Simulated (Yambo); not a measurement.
Optical response of MgI2

```
MgI2
1.0
    4.12555     0.00000     0.00000
   -2.06277     3.57283     0.00000
    0.00000     0.00000     6.82678
Mg I
1 2
Direct
  0.00000   0.00000   0.00000
  0.33333   0.66667   0.24575
  0.66667   0.33333   0.75425
```

Yambo, RPA with local fields on PBEsol bands; 6×6×4 mesh, 74 bands, 4 Ry local-field block, 0.2 eV broadening; field along x.

```json
[
 {"E (eV)": "0.0", "Im ε": "0.00", "Re ε": "4.32", "Im ε, independent particles": "0.00"},
 {"E (eV)": "0.5", "Im ε": "0.02", "Re ε": "4.34", "Im ε, independent particles": "0.02"},
 {"E (eV)": "1.0", "Im ε": "0.04", "Re ε": "4.41", "Im ε, independent particles": "0.05"},
 {"E (eV)": "1.5", "Im ε": "0.06", "Re ε": "4.52", "Im ε, independent particles": "0.08"},
 {"E (eV)": "2.0", "Im ε": "0.09", "Re ε": "4.70", "Im ε, independent particles": "0.12"},
 {"E (eV)": "2.5", "Im ε": "0.14", "Re ε": "4.98", "Im ε, independent particles": "0.18"},
 {"E (eV)": "3.0", "Im ε": "0.23", "Re ε": "5.41", "Im ε, independent particles": "0.31"},
 {"E (eV)": "3.5", "Im ε": "0.64", "Re ε": "6.14", "Im ε, independent particles": "0.78"},
 {"E (eV)": "4.0", "Im ε": "1.12", "Re ε": "6.75", "Im ε, independent particles": "1.43"},
 {"E (eV)": "4.5", "Im ε": "2.43", "Re ε": "7.85", "Im ε, independent particles": "3.41"},
 {"E (eV)": "5.0", "Im ε": "5.58", "Re ε": "7.01", "Im ε, independent particles": "7.88"},
 {"E (eV)": "5.5", "Im ε": "6.64", "Re ε": "4.29", "Im ε, independent particles": "8.56"},
 {"E (eV)": "6.0", "Im ε": "5.99", "Re ε": "2.93", "Im ε, independent particles": "8.23"},
 {"E (eV)": "6.5", "Im ε": "5.02", "Re ε": "2.28", "Im ε, independent particles": "7.17"},
 {"E (eV)": "7.0", "Im ε": "5.30", "Re ε": "1.82", "Im ε, independent particles": "8.23"},
 {"E (eV)": "7.5", "Im ε": "5.21", "Re ε": "1.49", "Im ε, independent particles": "8.19"},
 {"E (eV)": "8.0", "Im ε": "6.19", "Re ε": "0.16", "Im ε, independent particles": "7.32"},
 {"E (eV)": "8.5", "Im ε": "4.01", "Re ε": "-1.34", "Im ε, independent particles": "4.19"},
 {"E (eV)": "9.0", "Im ε": "3.22", "Re ε": "-1.53", "Im ε, independent particles": "3.04"},
 {"E (eV)": "9.5", "Im ε": "2.41", "Re ε": "-1.01", "Im ε, independent particles": "2.50"},
 {"E (eV)": "10.0", "Im ε": "2.11", "Re ε": "-0.78", "Im ε, independent particles": "2.15"},
 {"E (eV)": "10.5", "Im ε": "1.86", "Re ε": "-0.77", "Im ε, independent particles": "1.72"},
 {"E (eV)": "11.0", "Im ε": "1.61", "Re ε": "-0.58", "Im ε, independent particles": "1.47"},
 {"E (eV)": "11.5", "Im ε": "1.59", "Re ε": "-0.47", "Im ε, independent particles": "1.37"},
 {"E (eV)": "12.0", "Im ε": "1.28", "Re ε": "-0.48", "Im ε, independent particles": "1.08"},
 {"E (eV)": "12.5", "Im ε": "0.96", "Re ε": "-0.35", "Im ε, independent particles": "0.86"},
 {"E (eV)": "13.0", "Im ε": "1.04", "Re ε": "-0.21", "Im ε, independent particles": "0.93"},
 {"E (eV)": "13.5", "Im ε": "0.84", "Re ε": "-0.31", "Im ε, independent particles": "0.70"},
 {"E (eV)": "14.0", "Im ε": "0.74", "Re ε": "-0.13", "Im ε, independent particles": "0.67"},
 {"E (eV)": "14.5", "Im ε": "0.62", "Re ε": "-0.10", "Im ε, independent particles": "0.54"},
 {"E (eV)": "15.0", "Im ε": "0.53", "Re ε": "0.02", "Im ε, independent particles": "0.50"},
 {"E (eV)": "15.5", "Im ε": "0.50", "Re ε": "0.16", "Im ε, independent particles": "0.53"},
 {"E (eV)": "16.0", "Im ε": "0.55", "Re ε": "0.21", "Im ε, independent particles": "0.50"},
 {"E (eV)": "16.5", "Im ε": "0.43", "Re ε": "0.18", "Im ε, independent particles": "0.36"},
 {"E (eV)": "17.0", "Im ε": "0.36", "Re ε": "0.31", "Im ε, independent particles": "0.37"},
 {"E (eV)": "17.5", "Im ε": "0.38", "Re ε": "0.39", "Im ε, independent particles": "0.41"},
 {"E (eV)": "18.0", "Im ε": "0.42", "Re ε": "0.39", "Im ε, independent particles": "0.37"},
 {"E (eV)": "18.5", "Im ε": "0.45", "Re ε": "0.40", "Im ε, independent particles": "0.33"},
 {"E (eV)": "19.0", "Im ε": "0.42", "Re ε": "0.37", "Im ε, independent particles": "0.27"},
 {"E (eV)": "19.5", "Im ε": "0.33", "Re ε": "0.37", "Im ε, independent particles": "0.23"},
 {"E (eV)": "20.0", "Im ε": "0.28", "Re ε": "0.42", "Im ε, independent particles": "0.20"}
]
```

Structure narrower than a few tenths of an eV can come from the finite k mesh. Convergence of the RPA response with its 6×6×4 mesh was not tested. No excitonic effects at this level.

Spin-orbit coupling is left out, which matters for elements this heavy: edges can move by tenths of an eV.

Geometry relaxed with PBE+D3(BJ).
